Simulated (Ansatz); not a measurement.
**Kick test of a cell of Ta4H3**

The structure comes from a proposed guess, relaxed at this level; another structure or a mixture of phases may lie lower.

Method: DFT PBE, scalar-relativistic, plane waves, PAW (Ansatz 0.2.0). Plane waves to 420 eV, a k mesh through Γ of 6×6×10 on the computed 7-atom cell and Gaussian smearing (0.10 eV); no spin polarisation.

The cell below (7 atoms, space group P-42m (No. 111)) is relaxed within its symmetry.

```
CELL_PARAMETERS angstrom
4.82311 0.00000 0.00000
0.00000 4.82311 0.00000
0.00000 0.00000 3.46672
ATOMIC_POSITIONS crystal
Ta 0.75593 0.75593 0.24479
Ta 0.24407 0.24407 0.24479
Ta 0.75593 0.24407 0.75521
Ta 0.24407 0.75593 0.75521
H 0.50000 0.00000 0.50000
H 0.00000 0.50000 0.50000
H 0.50000 0.50000 0.00000
```

For the test it was strained at random (σ = 1.5 % a component), the atoms were moved at random (σ = 0.05 Å), and all was relaxed again on a coarse 6×4×4 mesh (in the run’s order of axes) with 0.20 eV smearing, with no symmetry imposed.

These runs have no spin–orbit coupling, which can matter for Ta. The cell is a metal run without spin; a magnetic state may lie lower.

Question: Does it come back?

Answer: It returns, within 1 meV/atom of the unmoved cell on that mesh and with the same symmetry when read at 0.1 Å. So it is stable against the distortions that fit this cell and that this random move excites. Modes that don't fit the cell aren't tested.
